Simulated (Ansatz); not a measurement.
## Calculated 17O NMR of the central transition for KB₅H₈O₁₂

Cell: a Materials Project structure (computed, not necessarily an observed phase), taken as it stands.

Space group Aea2 (No. 41); a = 10.8018, b = 10.9092, c = 10.1125 Å.

| site | Wyckoff | site symmetry | x | y | z |
| --- | --- | --- | --- | --- | --- |
| K | 4a | ..2 | 0.5000 | 0.0000 | 0.5796 |
| B3 | 4a | ..2 | 0.5000 | 0.0000 | 0.9132 |
| B5 | 8b | 1 | 0.6997 | 0.0913 | 0.8340 |
| B9 | 8b | 1 | 0.7078 | 0.4315 | 0.4981 |
| H13 | 8b | 1 | 0.4735 | 0.1249 | 0.1481 |
| H17 | 8b | 1 | 0.4344 | 0.1379 | 0.2978 |
| H21 | 8b | 1 | 0.6460 | 0.1662 | 0.2590 |
| H25 | 8b | 1 | 0.7507 | 0.2968 | 0.6328 |
| O29 | 8b | 1 | 0.5748 | 0.0803 | 0.8283 |
| O33 | 8b | 1 | 0.5818 | 0.4243 | 0.5006 |
| O37 | 8b | 1 | 0.7704 | 0.0158 | 0.9181 |
| O41 | 8b | 1 | 0.7607 | 0.1735 | 0.7544 |
| O45 | 8b | 1 | 0.7852 | 0.3606 | 0.5737 |
| O49 | 8b | 1 | 0.5000 | 0.1576 | 0.2357 |

One atom of each set is listed; the run and its k-mesh use a cell of 52 atoms with edges of 10.80, 7.44, 7.44 Å.

Method: Kohn–Sham DFT in Ansatz, PBE, plane waves and PAW, scalar-relativistic, 420 eV cutoff, Γ-centred 2×3×3 k-points, Fermi–Dirac smearing 0.02 eV.

17O has I = 5/2 and Q = -25.58 mb (Pyykkö 2018); at 16.4 T its Larmor frequency is ν₀ = 94.7 MHz. Only the quadrupole interaction is simulated: positions count from each site's isotropic chemical shift, and shift anisotropy, dipolar and J coupling are left out, though they dominate static lines narrower than about 10 kHz.

Problem. What does the 17O spectrum (static powder) show for each site?

Solution. 

| site | first shell | C_Q (MHz) | η | P_Q (MHz) | δ_QIS (ppm) | breadth (kHz) |
| --- | --- | --- | --- | --- | --- | --- |
| O29 | 2 B at 1.36–1.47 Å, angle 125°; also 1 K at 2.78 Å | -5.55 | 0.26 | 5.61 | -21.1 | 12.5 |
| O33 | 2 B at 1.36–1.50 Å; also 1 H at 1.69 Å | -5.16 | 0.28 | 5.23 | -18.3 | 11.0 |
| O37 | 2 B at 1.40–1.41 Å, angle 118°; also 1 K at 2.97 Å | -4.79 | 0.20 | 4.82 | -15.5 | 8.92 |
| O41 | 1 H at 1.01 Å, 1 B at 1.37 Å, angle 114°; also 1 H at 1.83 Å | -5.57 | 0.44 | 5.75 | -22.1 | 14.3 |
| O45 | 1 H at 0.99 Å, 1 B at 1.37 Å, angle 120°; also 1 K at 2.78 Å | -6.82 | 0.24 | 6.89 | -31.7 | 18.6 |
| O49 | 2 H at 0.97–1.00 Å, angle 107°; also 1 H at 1.60 Å | 9.50 | 0.78 | 10.4 | -72.5 | 50.8 |

δ_QIS = −(ν_Q²/30ν₀²)[I(I+1) − 3/4](1 + η²/3) × 10⁶ ppm with ν_Q = 3|C_Q|/[2I(2I−1)]; it falls as 1/B₀² in ppm, and the breadth as 1/B₀ in kHz.

At O29, O33, O37, O41 and O45 V_zz runs parallel to the line that joins its two neighbours (within 10°) in each case.
